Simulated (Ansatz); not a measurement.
**Fields on a plane of NiO (rock salt)**

```xyz
2
Lattice="0.0000 2.1087 2.1087 2.1087 0.0000 2.1087 2.1087 2.1087 0.0000" Properties=species:S:1:pos:R:3 pbc="T T T"
O      0.0000     0.0000     0.0000
Ni     2.1087     2.1087     2.1087
```

The slice is a {110} plane (indices of the conventional cell) through the point (0.000, 0.000, 0.000) (fractional), spanned by u = [100] and v = [1 -1 -1] in vectors of this cell: u (2.98 Å) and v (4.22 Å, at 90° to u). It covers one period; positions are fractions (u, v).

Atoms on it: O at (0.00, 0.00); Ni at (0.00, 0.50).

All values below come from PBE (plane waves to 420 eV, PAW, scalar-relativistic; Ansatz, a program for electronic structure). k mesh 19×19×19. Near the nuclei the fields are pseudised (PAW); where an atom keeps semicore shells as valence, they peak there. NiO is run spin-polarised and with no Hubbard U; the real compound is an antiferromagnetic insulator, a state that this run doesn't describe. NiO was relaxed with its symmetry unable to fall. Relaxed NiO ends ferromagnetic. The PAW data are Ansatz's earlier set. Other magnetic orders were not checked, so this need not be the ground state.

```
|xx99730003799x|
|99996200026999|
|99973100013799|
|76531000001356|
|11110000000111|
|00000000000000|
|22221000001222|
|76431000001346|
|xx63100000136x|
|xx83100000138x|
|xx63100000136x|
|76431000001346|
|22221000001222|
|00000000000000|
|11110000000111|
|76531000001356|
|99973100013799|
|99996200026999|
|xx99730003799x|
|xx99730003799x|
```
Scale: ten equal steps from 0.04 (start of '0') to 0.82 (end of '9'), in the order '0123456789'. Values: electron localisation function (ELF). The map has 14 points along u (one character each, u = 0 at the left) and 20 along v (v = 0 in the bottom row). Points within 0.4 Å of a nucleus are blanked (x), as the pseudised field means little there.

```
|**+=:.. ..:=+*|
|++=-:.   .:-=+|
|==-:..   ..:-=|
|--::.     .::-|
|:::..     ..::|
|--::.     .::-|
|+==:..   ..:==|
|##+=:.   .:=+#|
|@%#+-.. ..-+#%|
|@@#+-.....-+#@|
|@%#+-.. ..-+#%|
|##+=:.   .:=+#|
|+==:..   ..:==|
|--::.     .::-|
|:::..     ..::|
|--::.     .::-|
|==-:..   ..:-=|
|++=-:.   .:-=+|
|**+=:.. ..:=+*|
|#*+=-:...:-=+*|
```
Scale: ten equal steps from -1.15 (start of ' ') to 1.81 (end of '@'), in the order ' .:-=+*#%@'. Values: log₁₀ of the valence density in e/Å³. The map has 14 points along u (one character each, u = 0 at the left) and 20 along v (v = 0 in the bottom row). The scale is logarithmic, as a density can span decades between atoms and voids.

The density on the O–Ni line (2.11 Å) at its density minimum, 1.1 Å from O is 0.43 e/Å³ and the ELF at that point comes out as 0.1.
